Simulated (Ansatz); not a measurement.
B13C2:
Space group R-3m, hexagonal axes (No. 166); a = 5.636 Å, b = 5.636 Å, c = 12.054 Å, α = 90.00°, β = 90.00°, γ = 120.00°

| atom | site | symmetry | x | y | z |
|---|---|---|---|---|---|
| B | 3b | -3m | 0.0000 | 0.0000 | 0.5000 |
| B | 18h | .m | 0.1717 | 0.3434 | 0.0249 |
| B | 18h | .m | 0.2103 | 0.1052 | 0.1133 |
| C | 6c | 3m | 0.0000 | 0.0000 | 0.3803 |
(The calculation used a cell of 15 atoms; values per cell refer to that cell.)

This is the PBEsol-relaxed structure.

Problem. All from DFT-PBEsol in the program Ansatz with PAW potentials, unless another level is named. Predict the electronic character.

Solution. metallic (no gap).

Problem. Give the formation energy from the elements (no fitted shifts).

Solution. -0.066 eV/atom.

Problem. What about the density of states at the Fermi level?

Solution. 0.23 states/eV per atom (mean over ±0.08 eV).

The workflow started from a Materials Project entry (that database holds measured and hypothetical structures alike); the Crystallography Open Database copy checked does not list it. Whether it is the stable phase at ambient conditions was not checked. The PBEsol relaxation kept the symmetry of its start; its stability against distortions is not shown here. The references are the lowest solids computed at this level, not always the standard phases.

Potentials: the later of the program's two PAW sets.
